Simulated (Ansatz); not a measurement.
Relaxation of a generated cell, WS2 placed in the AFLOW prototype A2B_tP6_129_ac_c (C38, as in Cu2Sb); 6 atoms in the cell, which starts as P4/nmm, origin choice 1 (No. 129), tP6; a = b = 4.1555 Å, c = 6.3406 Å, α = β = γ = 90.00°. Computed with PBEsol (plane waves to 420 eV, PAW, scalar-relativistic; Ansatz, a first-principles code). Γ-centred k-mesh 6×6×4 on the run's cell (coarser than for final values), Fermi–Dirac smearing 0.05 eV. This is the first round of the run. 

The optimiser's lines from the output (shortened; P is positive under compression):

```
relax step   1: F+E_penalty+E_count = -24046.19387976 eV  Δ(F+E_penalty+E_count) = +0.000e0 eV  max|allowed force component| = 3.886e0 eV/Å  Δτ_max = 0.0000 Å  P = -21.613 GPa  Ω = 109.489 Å³  (7 SCF iters, dr2 threshold 1.00e-7 eV, accepted)
relax step   2: F+E_penalty+E_count = -24049.30540878 eV  Δ(F+E_penalty+E_count) = -3.112e0 eV  max|allowed force component| = 3.024e0 eV/Å  Δτ_max = 0.1946 Å  P = -13.930 GPa  Ω = 99.171 Å³  (6 SCF iters, dr2 threshold 6.00e-7 eV, accepted)
relax step   3: F+E_penalty+E_count = -24051.19989827 eV  Δ(F+E_penalty+E_count) = -1.894e0 eV  max|allowed force component| = 2.060e0 eV/Å  Δτ_max = 0.1948 Å  P = -3.146 GPa  Ω = 92.934 Å³  (6 SCF iters, dr2 threshold 6.00e-7 eV, accepted)
relax step   4: F+E_penalty+E_count = -24052.13283076 eV  Δ(F+E_penalty+E_count) = -9.329e-1 eV  max|allowed force component| = 8.613e-1 eV/Å  Δτ_max = 0.1910 Å  P = +2.293 GPa  Ω = 92.287 Å³  (7 SCF iters, dr2 threshold 6.00e-7 eV, accepted)
relax step   5: F+E_penalty+E_count = -24052.33858050 eV  Δ(F+E_penalty+E_count) = -2.057e-1 eV  max|allowed force component| = 5.608e-1 eV/Å  Δτ_max = 0.1917 Å  P = +0.412 GPa  Ω = 94.580 Å³  (6 SCF iters, dr2 threshold 6.00e-7 eV, accepted)
relax step   6: F+E_penalty+E_count = -24052.36948454 eV  Δ(F+E_penalty+E_count) = -3.090e-2 eV  max|allowed force component| = 7.936e-2 eV/Å  Δτ_max = 0.0604 Å  P = -0.072 GPa  Ω = 93.927 Å³  (6 SCF iters, dr2 threshold 6.00e-7 eV, accepted)
relax step   7: F+E_penalty+E_count = -24052.37034445 eV  Δ(F+E_penalty+E_count) = -8.599e-4 eV  max|allowed force component| = 2.063e-2 eV/Å  Δτ_max = 0.0047 Å  P = +0.076 GPa  Ω = 93.868 Å³  (6 SCF iters, dr2 threshold 3.94e-7 eV, accepted)
relax step   8: F+E_penalty+E_count = -24052.37036228 eV  Δ(F+E_penalty+E_count) = -1.783e-5 eV  max|allowed force component| = 3.579e-3 eV/Å  Δτ_max = 0.0010 Å  P = -0.045 GPa  Ω = 93.925 Å³  (6 SCF iters, dr2 threshold 2.66e-8 eV, accepted)
relax step   9: F+E_penalty+E_count = -24052.37036930 eV  Δ(F+E_penalty+E_count) = -7.027e-6 eV  max|allowed force component| = 8.430e-5 eV/Å  Δτ_max = 0.0000 Å  P = +0.001 GPa  Ω = 93.899 Å³  (6 SCF iters, dr2 threshold 5.63e-9 eV, accepted)
relax step  10: F+E_penalty+E_count = -24052.36868322 eV  Δ(F+E_penalty+E_count) = +1.686e-3 eV  max|allowed force component| = 4.397e-4 eV/Å  Δτ_max = 0.0000 Å  P = +0.000 GPa  Ω = 93.899 Å³  stress off target by 7.97e-3 GPa  SCF on the basis re-selected at this cell (its energy is not comparable with the rows above)  (6 SCF iters)
```

From the first to the last row the energy changes by -1.03 eV/atom and the volume by -14.2 %. The last row is marked as not comparable with the walk above it, whose basis was carried along; it does compare with step 1, since both stand on a basis selected at the nominal cutoff for their own cell.

Later rounds, restarted from the end of this one on a renewed k-mesh, logged 7 more steps and released under 0.01 eV/atom more. The final structure after all rounds: P4/nmm, origin choice 1 (No. 129), tP6; a = b = 3.857 Å, c = 6.285 Å, α = β = γ = 90.00°. Between re-selections the logged energies stand on a plane-wave basis carried along with the cell. No spin polarisation in the result.

The run could not lower the symmetry of its start; a shaken copy of this end point relaxes with PBEsol to P2₁/m (No. 11), 0.53 eV/atom lower.

The relaxed structure here is a generated cell of WS2: the first start was made by placing the elements on the sites of a structure type, and the end was not matched to a known phase here, so it may be hypothetical. Known forms of WS2 include space group No. 194.
